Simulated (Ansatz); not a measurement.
Values for one crystal, relaxed and computed with DFT-PBE in the program Ansatz with PAW potentials; other levels are named.

| Quantity | Result |
|---|---|
| Volume per atom | 27.12 Å³ |
| Band gap | 0.50 eV (direct) |
| Formation energy from the elements (no fitted shifts) | -0.55 eV/atom |
| Gap with spin–orbit coupling | 0.05 eV |
| Valence-band maximum | at L |
| Conduction-band minimum | at L (4 equivalent valleys) |
| Pressure derivative B′ | 4.3 |

Problem. Pick the material that matches.
A) YN, rock salt
B) PbS, rock salt
C) MgS, rock salt
D) SrO, rock salt

Solution. B, PbS, rock salt

Space group Fm-3m (rock salt). The cell was relaxed with PBE under the symmetry of its start. The references are the lowest solids computed at this level, not always the standard phases. Scalar-relativistic: spin–orbit coupling is off unless named, which matters more the heavier the elements.

Potentials: the earlier of the program's two PAW sets.
